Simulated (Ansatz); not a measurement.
Task: Name crystals whose computed values (r²SCAN in the plane-wave PAW code Ansatz) fall in these windows: G_Hill (GPa) 62 to 81; HSE06 gap (eV) 0.96 to 1.3.

Result: 

| crystal | G_Hill (GPa) | HSE06 gap (eV) |
|---|---|---|
| Si, P6_3/mmc (Si on 4e, Si on 4f, Si on 4f) | 68.1 | 1.15 |
| Si, P6_3/mmc (Si on 4f) | 67.6 | 0.97 |
| Si, R-3m (Si on 6c, Si on 6c, Si on 6c) | 67.8 | 1.07 |
| Si, P6_3/mmc (Si on 4f, Si on 4e) | 68.0 | 1.13 |
Others may fit too.

Typed or built starts, not in the databases checked: Si, R-3m (Si on 6c, Si on 6c, Si on 6c). Not the usual ambient phase: Si, P6_3/mmc (Si on 4e, Si on 4f, Si on 4f); Si, P6_3/mmc (Si on 4f); Si, R-3m (Si on 6c, Si on 6c, Si on 6c); Si, P6_3/mmc (Si on 4f, Si on 4e). All cells were relaxed under the symmetry of their starts (and spin orders); stability against distortions was not tested throughout.

Potentials: the later of the program's two PAW sets.
